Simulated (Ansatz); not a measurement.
Consider the following.

Sc$_{3}$Al:
```
Sc3Al
1.0
    4.31407     0.00000     0.00000
    0.00000     4.31407     0.00000
    0.00000     0.00000     4.31407
Sc Al
3 1
Direct
  0.50000   0.00000   0.50000
  0.00000   0.50000   0.50000
  0.50000   0.50000   0.00000
  0.00000   0.00000   0.00000
```

This is the LDA-relaxed structure.

Q: All from plane-wave PAW LDA (Ansatz code), unless another level is named. Give the bulk modulus (Birch–Murnaghan fit).

A: 72.3 GPa.

Q: Give the highest zone-centre frequency.

A: 254 cm⁻¹.

Space group Pm-3m (Cu3Au type). The workflow started from a Materials Project entry (that database holds measured and hypothetical structures alike); the Crystallography Open Database copy checked does not list it. Whether it is the stable phase at ambient conditions was not checked. The cell was relaxed with LDA under the symmetry of its start; its stability against distortions is not shown here. No spin polarisation was allowed. As this level gives no gap, phonon frequencies hold no LO–TO term and depend on the k-mesh and smearing (Fermi–Dirac, 0.1 eV here).

Potentials: the later of the program's two PAW sets.
